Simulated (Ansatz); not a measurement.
Input:

ZrIr2 (cubic Laves, MgCu2 type), conventional cell a = b = c = 7.346 Å, α = β = γ = 90.00°. The calculation uses the primitive cell of 6 atoms, to which meshes and values per cell refer.

E(V) scan at fixed shape, V₀ the volume above. Symmetry pins the atoms to their sites.

Computed with PBEsol (plane waves to 420 eV, PAW, scalar-relativistic; Ansatz, a program for electronic structure). k mesh 11×11×11 (Γ-centred), Fermi-Dirac smearing 0.05 eV. The energy includes the smearing's −TS. Compression counts positive. Spin-orbit coupling is left out, though Ir is heavy. ZrIr2 is run without spin polarisation. ZrIr2 was relaxed with its symmetry unable to fall. ΔE is measured from the relaxed starting cell.

The scan covers V/V₀ from 0.940 to 1.060 in 13 points.

What pressure does the cell carry at V/V₀ = 0.940?

19.2 GPa.

What is ΔE at V/V₀ = 0.940?

56 meV/atom.

(Under strain, the slope of the energy per volume gives the stress and its curvature an elastic modulus.)
